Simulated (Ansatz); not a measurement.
This cell of CdS (wurtzite) is off equilibrium:

```xyz
4
Lattice="4.1080 0.0000 0.0000 -2.0540 3.5577 0.0000 0.0000 0.0000 6.6773" Properties=species:S:1:pos:R:3 pbc="T T T"
Cd     2.0540     1.1859     0.0066
Cd     0.0000     2.3718     3.3452
S      2.0540     1.1859     4.1681
S      0.0000     2.3718     0.8294
```

These are r2SCAN (plane waves to 500 eV, PAW, scalar-relativistic; Ansatz, a quantum-chemistry and plane-wave program) values and carry that method's errors. k mesh 9×9×5 (Γ-centred), Fermi-Dirac smearing 0.05 eV. E stands for the smeared free energy. Stress and pressure are positive under compression. As the atoms are clamped, bonds stretch with the cell, which overstates energies and stresses. CdS was relaxed with its symmetry unable to fall. The PAW data are Ansatz's earlier set.

Question: What is the stress tensor (GPa)?

Answer: 
```
    2.7      0.0      0.0
    0.0      2.7      0.0
    0.0      0.0      2.7
```
The pressure, a third of the trace, is 2.7 GPa.

Question: It is the relaxed cell deformed to V/V₀ = 0.960, (c/a)/(c/a)₀ = 1.000, c along z, fractional positions held. What is its energy relative to the relaxed cell?

Answer: 8.2 meV/atom.

(Under strain, the slope of the energy per volume gives the stress and its curvature an elastic modulus.)
